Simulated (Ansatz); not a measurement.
SiC (wurtzite, P6_3mc) under volume change, LDA (plane waves, PAW; program Ansatz), shape and atoms relaxed at each volume.

```tsv
V (Å³/atom)	E − E(relaxed) (meV/atom)	P (GPa)
9.232	69.0	26.10
9.536	___	___
9.840	6.9	7.47
10.145	0.0	0.01
10.449	6.2	-6.43
10.753	23.9	-11.99
11.058	___	___
```

Q: Fill in the missing entries.

A: 
- 9.536, E − E(relaxed) (meV/atom): 29.1
- 9.536, P (GPa): 16.10
- 11.058, E − E(relaxed) (meV/atom): 51.3
- 11.058, P (GPa): -16.79

Q: What does a third-order Birch–Murnaghan fit give for V₀, B₀ and B′?

A: V₀ = 10.15 Å³/atom, B₀ = 231 GPa, B′ = 3.9.

Symmetry was held in the LDA relaxation.

Potentials: the earlier of the program's two PAW sets. The files were generated under PBE; for other functionals the program regenerates the frozen cores, and for LDA and PBEsol the local potential too.
